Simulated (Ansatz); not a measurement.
# KBa4Ti5O14F: Coordination and 47Ti quadrupole coupling

Cell: a computed structure from the Materials Project (it need not be an observed phase), taken as it stands.

```cif
data_structure
_symmetry_space_group_name_H-M 'P 1'
_symmetry_Int_Tables_number 1
_cell_length_a 4.0089
_cell_length_b 4.0089
_cell_length_c 20.3308
_cell_angle_alpha 90.000
_cell_angle_beta 90.000
_cell_angle_gamma 90.000
_cell_volume 326.74
loop_
_atom_site_label
_atom_site_type_symbol
_atom_site_fract_x
_atom_site_fract_y
_atom_site_fract_z
_atom_site_occupancy
K1 K 0.00000 0.00000 0.50000 1
Ba2 Ba 0.00000 0.00000 0.69773 1
Ba3 Ba 0.00000 0.00000 0.89960 1
Ba4 Ba 0.00000 0.00000 0.10040 1
Ba5 Ba 0.00000 0.00000 0.30227 1
Ti6 Ti 0.50000 0.50000 0.80075 1
Ti7 Ti 0.50000 0.50000 0.19925 1
Ti8 Ti 0.50000 0.50000 0.00000 1
Ti9 Ti 0.50000 0.50000 0.60441 1
Ti10 Ti 0.50000 0.50000 0.39559 1
O11 O 0.00000 0.50000 0.80020 1
O12 O 0.00000 0.50000 0.00000 1
O13 O 0.00000 0.50000 0.19980 1
O14 O 0.00000 0.50000 0.39850 1
O15 O 0.00000 0.50000 0.60150 1
O16 O 0.50000 0.00000 0.80020 1
O17 O 0.50000 0.50000 0.70006 1
O18 O 0.50000 0.00000 0.00000 1
O19 O 0.50000 0.00000 0.19980 1
O20 O 0.50000 0.50000 0.10004 1
O21 O 0.50000 0.50000 0.89995 1
O22 O 0.50000 0.00000 0.39850 1
O23 O 0.50000 0.00000 0.60150 1
O24 O 0.50000 0.50000 0.29994 1
F25 F 0.50000 0.50000 0.50000 1
```

Atoms are numbered from 1 in the order listed; like atoms form one site, named after its first atom.

The numbers come from a DFT calculation in Ansatz (PBE, plane waves and PAW, scalar-relativistic, 420 eV cutoff, Γ-centred 5×5×1 k-points, Fermi–Dirac smearing 0.02 eV).

Q(47Ti) = 302.0 mb.

(1) Rank these Ti sites by |C_Q|, smallest first.
A. Ti8: 6 O at 2.00–2.03 Å
B. Ti6: 6 O at 2.00–2.05 Å
C. Ti9: 5 O at 1.94–2.01 Å, 1 F at 2.12 Å

Results:

(1) A (10.4 MHz, η = 0.00), B (12.0 MHz, η = 0.00), C (34.2 MHz, η = 0.00).

An axis of threefold or higher order runs through Ti8, Ti6 and Ti9, so V_zz lies along it and η is zero. Like point charges on the first shell alone (each adding as 1/d³) would give another order (Ti9 < Ti6 < Ti8): the kind of neighbour, the covalent part of each bond and the atoms beyond the first shell count as well.
